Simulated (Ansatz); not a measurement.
Ga₂O₃:
```xyz
10
Lattice="6.1271 1.5195 0.0000 -6.1271 1.5195 0.0000 -1.3860 0.0000 5.6400" Properties=species:S:1:pos:R:3 pbc="T T T"
Ga    -2.8951     1.5195     3.8665
Ga     1.5090     1.5195     1.7736
Ga     4.7335     1.5195     1.1573
Ga    -6.1195     1.5195     4.4827
O     -0.9850     1.5195     4.1951
O     -0.4010     1.5195     1.4450
O      3.3982     1.5195     2.4618
O     -4.7842     1.5195     3.1783
O     -4.2662     1.5195     0.6155
O      2.8802     1.5195     5.0246
```

Relaxed with r²SCAN. Special points in fractions of this cell's reciprocal vectors: Γ (0.000, 0.000, 0.000); C (0.266, 0.266, 0.000); C2 (-0.266, 0.734, 0.000); Y2 (-0.500, 0.500, 0.000); M2 (-0.500, 0.500, 0.500); D (-0.258, 0.742, 0.500); D2 (0.258, 0.258, 0.500); A (0.000, 0.000, 0.500); L2 (0.000, 0.500, 0.500); V2 (0.000, 0.500, 0.000).

Task: List the band energies nearest the valence-band maximum at these points for plane-wave PAW r²SCAN (Ansatz code).

Result: In eV from the valence-band maximum; about four levels below and three above (degenerate sets whole), none deeper than 8.9 eV; points with the same levels are listed once.

```json
[
 {"k": "Γ", "below": "-0.68 -0.68 -0.49 -0.28 -0.03", "above": "3.03 6.41 7.45"},
 {"k": "C", "below": "-0.85 -0.76 -0.49 -0.15", "above": "6.50 7.25 7.71"},
 {"k": "Y2", "below": "-0.68 -0.66 -0.43 -0.17", "above": "5.19 5.45 6.55"},
 {"k": "M2", "below": "-0.63 -0.60 -0.60 -0.01", "above": "5.87 5.99 6.96"},
 {"k": "D", "below": "-1.16 -0.91 -0.88 -0.65", "above": "7.69 7.78 8.43"},
 {"k": "A", "below": "-0.66 -0.64 -0.48 -0.31", "above": "5.42 5.55 7.50"},
 {"k": "L2", "below": "-1.13 -1.07 -0.75 -0.68", "above": "7.66 7.71 8.63"},
 {"k": "V2", "below": "-0.76 -0.73 -0.46 -0.16", "above": "6.37 7.32 8.03"}
]
```

Space group C2/m. Symmetry was held in the r²SCAN relaxation. Spin–orbit coupling is left out wherever it is not named.

Potentials: the earlier of the program's two PAW sets. The files were generated under PBE; for other functionals the program regenerates the frozen cores, and for LDA and PBEsol the local potential too.
